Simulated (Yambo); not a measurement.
## LiC at +2 % isotropic strain: lowest vertical excitons

```xyz
4
Lattice="-1.8227 2.4515 2.7049 1.8227 -2.4515 2.7049 1.8227 2.4515 -2.7049" Properties=species:S:1:pos:R:3 pbc="T T T"
Li     0.0000     2.4515     1.2882
Li     1.8227     0.0000     1.4167
C      0.0000     4.2721     0.0000
C      0.0000     0.6308     0.0000
```

The PBEsol cell relaxed from Materials Project entry mp-1378 was given an isotropic strain of +2 % on all lattice vectors, and the atoms were relaxed again.

BSE in Yambo on norm-conserving PBEsol (Quantum ESPRESSO, 82 Ry, scalar-relativistic) bands: 8×8×8 mesh, 4 valence and 2 conduction bands, static screening with 24 bands and a 4 Ry block, scissor 2.37 eV, Tamm-Dancoff; field along x.

```csv
state,energy (eV),states within 2 meV,relative strength,class,main transitions
1,4.83,1,< 0.01,dark,VB → CB (94 %)
2,5.12,1,< 0.01,dark,several band pairs
3,5.35,1,< 0.01,dark,VB → CB (100 %)
4,5.42,1,< 0.01,dark,several band pairs
5,5.46,1,< 0.01,dark,VB → CB (99 %)
6,5.47,1,< 0.01,dark,VB → CB (75 %)
```

These are vertical excitations (zero momentum); the indirect quasiparticle gap, about 5.58 eV, is smaller than the direct one (5.92 eV on the GW mesh). The direct quasiparticle gap on this mesh is 5.92 eV; counted from there, state 1 is bound by 1.09 eV. Convergence with the mesh was not shown.

Spin singlets only. Strengths are relative to the strongest of the lowest states of this run; strong means a line over 3 % of the spectrum's maximum, dark under 0.03 %. Absolute energies carry the error of the G0W0 scissor, whose convergence isn't established; the long-wavelength screening was taken along (1,1,1) although the crystal is anisotropic.
